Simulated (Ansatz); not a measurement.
Data:

Starting cell, AlN (wurtzite):

```xyz
8
Lattice="3.1298 0.0000 0.0000 -1.5649 2.7105 0.0000 0.0000 0.0000 10.0347" Properties=species:S:1:pos:R:3 pbc="T T T"
Al     1.5649     0.9035     0.0169
Al     1.5649     0.9035     5.0342
Al     0.0000     1.8070     2.5256
Al     0.0000     1.8070     7.5429
N      1.5649     0.9035     3.1199
N      1.5649     0.9035     8.1372
N      0.0000     1.8070     0.6113
N      0.0000     1.8070     5.6286
```

A phonon eigenvector at A = (0.0, 0.0, 0.5) is frozen into this cell: atom i moves by Q times the vector below, so Q is the largest atomic displacement, in Å. The cell is held. It is one choice among 4 degenerate patterns. (q is in reciprocal vectors of the primitive cell; the cell shown is doubled to hold the pattern.)

```json
[
 {"atom": "Al1", "x": "0.000", "y": "0.087", "z": "0.000"},
 {"atom": "Al2", "x": "0.000", "y": "-0.087", "z": "0.000"},
 {"atom": "Al3", "x": "0.000", "y": "-0.485", "z": "0.000"},
 {"atom": "Al4", "x": "0.000", "y": "0.485", "z": "0.000"},
 {"atom": "N5", "x": "0.000", "y": "1.000", "z": "0.000"},
 {"atom": "N6", "x": "0.000", "y": "-1.000", "z": "0.000"},
 {"atom": "N7", "x": "0.000", "y": "-0.073", "z": "0.000"},
 {"atom": "N8", "x": "0.000", "y": "0.073", "z": "0.000"}
]
```

These are PBE (plane waves to 420 eV, PAW, scalar-relativistic; Ansatz, an electronic-structure program) values and carry that method's errors. k mesh 12×12×4 (Γ-centred), Fermi-Dirac smearing 0.05 eV. The energy includes the smearing's −TS. AlN was relaxed with its symmetry unable to fall. The PAW data are Ansatz's earlier set. The zero of ΔE is the undisplaced structure.

The scan covers Q from -0.180 to 0.180 Å in 13 points.

Question: Which space group does the distorted structure have?

Answer: Cm (No. 8), lowered from P6_3mc.

Question: What is the energy change at Q = 0.180 Å?

Answer: 1082 meV/cell.

Question: What harmonic wavenumber does the curvature at Q = 0 give?

Answer: 641 cm⁻¹.

(A displaced cell: forces are minus the slopes of the energy, force constants its curvatures, and phonons follow from these.)
